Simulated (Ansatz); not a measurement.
A relaxed structure of Hf3N4. Level of theory: r2SCAN (plane waves to 500 eV, PAW, scalar-relativistic; Ansatz, a quantum-chemistry and plane-wave program).

```
CELL_PARAMETERS angstrom
     -3.35397     3.35397     3.35397
      3.35397    -3.35397     3.35397
      3.35397     3.35397    -3.35397
ATOMIC_POSITIONS crystal
  Hf 0.25000 0.62500 0.37500
  Hf 0.75000 0.87500 0.12500
  Hf 0.37500 0.25000 0.62500
  Hf 0.12500 0.75000 0.87500
  Hf 0.62500 0.37500 0.25000
  Hf 0.87500 0.12500 0.75000
  N  0.12964 0.12964 0.12964
  N  0.50000 0.00000 0.37036
  N  0.00000 0.37036 0.50000
  N  0.37036 0.50000 0.00000
  N  0.62964 0.62964 0.62964
  N  0.50000 0.00000 0.87036
  N  0.87036 0.50000 0.00000
  N  0.00000 0.87036 0.50000
```

Problem. Find the space group and the Wyckoff positions (tolerance 0.01 Å).

Solution. Space group I-43d (No. 220); a = 6.7079 Å, b = 6.7079 Å, c = 6.7079 Å, α = 90.00°, β = 90.00°, γ = 90.00°

```tsv
atom	site	symmetry	x	y	z
Hf	12a	-4..	0.0000	0.2500	0.3750
N	16c	.3.	0.0648	0.0648	0.0648
```

Problem. Give the shortest distances between elements (the closest pairs, up to four, under 3.6 Å).

Solution. Hf–N 2.19 Å; N–N 2.63 Å; Hf–Hf 3.14 Å.

- Volume per atom = 10.78 Å³
- Band gap = 1.36 eV, direct at Γ (no spin-orbit coupling)

No spin polarisation in the result.

The run could not lose the symmetry of its start.

The first start was generated by placing the elements on the sites of a structure type. A measured structure of Hf3N4 has the same space group, I-43d (No. 220); the sites were not compared with it.
